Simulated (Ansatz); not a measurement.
## Computed properties of ZrSeS

ZrSeS:
```xyz
3
Lattice="3.7380 0.0000 0.0000 -1.8690 3.2372 0.0000 0.0000 0.0000 6.1056" Properties=species:S:1:pos:R:3 pbc="T T T"
Zr     0.0000     0.0000     0.0778
Se     1.8690     1.0791     4.5673
S      0.0000     2.1581     1.4606
```

Space group P3m1 (No. 156); conventional cell a = 3.7380 Å, b = 3.7380 Å, c = 6.1056 Å, α = 90.00°, β = 90.00°, γ = 120.00°.

Method: plane-wave PAW r²SCAN+D4 (Ansatz code). Geometry: relaxed at this level of theory. Other levels are named where they apply.

### Cell and energy

* **Volume per atom**: 24.63 Å³
* **Density**: 4.55 g/cm³
* **Formation energy from the elements (no fitted shifts)**: -1696 meV/atom

### Electronic structure

- Band gap = 0.96 eV (indirect)
- Valence-band maximum = at Γ
- Conduction-band minimum = at L (3 equivalent valleys)
- Smallest direct gap on the standard path = 1.57 eV
- Electron effective mass = 0.30, 0.98, 2.9 mₑ (principal values)
- Electron effective mass with spin–orbit coupling = 0.30, 0.97, 2.9 mₑ (principal values)
- Hole effective mass, band 1 of 2 at the edge = 0.37 along x, 3.0 along z (mₑ)
- Hole effective mass, band 2 of 2 at the edge = 0.18 along x, 3.0 along z (mₑ)
- Hole effective mass with spin–orbit coupling = 0.23, 0.23, 3.0 mₑ (principal values)
- HSE06 gap on the r²SCAN+D4 cell = 1.35 eV
- Gap with spin–orbit coupling = 0.85 eV

### Mechanics

* **Bulk modulus (Birch–Murnaghan fit)**: 22.8 GPa
* **Pressure derivative B′**: 12.5
* **Elastic constants (relaxed ions, GPa)**: C11 = 127, C12 = 25.9, C13 = 6.6, C14 = -2.2, C33 = 29.1, C44 = 8.1
* **Mechanical stability**: stable (all eigenvalues of C positive)
* **Hill bulk and shear moduli**: 31.8 and 22.0 GPa
* **Young's modulus**: 53.6 GPa
* **Poisson's ratio**: 0.22
* **Debye temperature from the elastic constants**: 249 K
* **Piezoelectric stress constants (proper, relaxed ions, C/m²)**: e15 = e24 = 0.05, e16 = e21 = -0.26, e22 = 0.26, e31 = e32 = 0.06

### Dielectric response

- Electronic dielectric constant ε∞ (DFPT): 11.2 (xx = yy), 5.31 (zz)
- Static dielectric constant ε0 (ions relaxed, cell fixed): 46.8 (xx = yy), 5.87 (zz)
- Born charges (a third of the trace): Zr +5.21, Se -2.46, S -2.75 e

### Phonons

Highest zone-centre frequency (without LO–TO term): 311 cm^-1
Zone-centre stability: no imaginary mode at Γ

The workflow started from a Materials Project entry (that database holds measured and hypothetical structures alike); the Crystallography Open Database copy checked does not list it. With Se and S taken as one species the cell has the higher symmetry P-3m1, so it may be an ordered model of a mixed-site phase. Its standing as an ambient phase is unchecked. The r²SCAN+D4 relaxation kept the symmetry of its start. The run is not spin-polarised. Signs of piezoelectric constants follow the polarity of the cell as given. The references are the lowest solids computed at this level, not always the standard phases. Spin–orbit coupling is left out wherever it is not named.

Potentials: the later of the program's two PAW sets.
